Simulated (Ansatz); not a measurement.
The start is a generated cell, Cu2O placed in the AFLOW prototype AB2_hP9_162_ad_k (as in V2N). The structure is fully relaxed (lattice and positions, P = 0) with PBE (plane waves to 420 eV, PAW, scalar-relativistic; Ansatz, a first-principles code). The first steps use a coarse 6×6×6 k-mesh.

Initial structure:
```
CELL_PARAMETERS angstrom
      4.55284     0.00000     0.00000
     -2.27642     3.94288     0.00000
      0.00000     0.00000     4.22969
ATOMIC_POSITIONS crystal
  Cu 0.32500 0.32500 0.27200
  Cu 0.67500 0.00000 0.27200
  Cu 0.00000 0.67500 0.27200
  Cu 0.00000 0.32500 0.72800
  Cu 0.67500 0.67500 0.72800
  Cu 0.32500 0.00000 0.72800
  O  0.00000 0.00000 0.00000
  O  0.66667 0.33333 0.50000
  O  0.33333 0.66667 0.50000
```

Problem. What pressure does the first self-consistent step give?

Solution. +96 GPa (positive: the cell is compressed).

Problem. Which atoms feel the largest initial force, and how large is it?

Solution. About 4.3 eV/Å, on Cu1, Cu2, Cu3, Cu4, Cu5, Cu6 (atoms numbered as listed).

Problem. How much energy is released per atom?

Solution. 0.84 eV/atom.

Problem. How do the shortest distances between atoms change?

Solution. The closest pairs of elements (up to four, under 3.6 Å), start → end: Cu–O 1.81 → 2.05 Å; Cu–Cu 2.43 → 2.53 Å; O–O 2.63 → 2.86 Å.

Problem. What band gap does the relaxed structure have at this level?

Solution. No gap (metallic).

The space group stays P-31m (No. 162) (the run could not lower it); the end is AFLOW prototype AB2_hP9_162_ad_k (as in V2N), with 9 atoms in the primitive cell. Final values are on a 11×11×10 k-mesh of the relaxed cell. No spin polarisation in the result. No Hubbard U is applied.

The run could not lose the symmetry of its start: the end is stationary, and may be a saddle point rather than a minimum.

The relaxed structure here is a generated cell of Cu2O: the first start was made by placing the elements on the sites of a structure type, and the end was not matched to a known phase here, so it may be hypothetical. Known forms of Cu2O include space group No. 224.
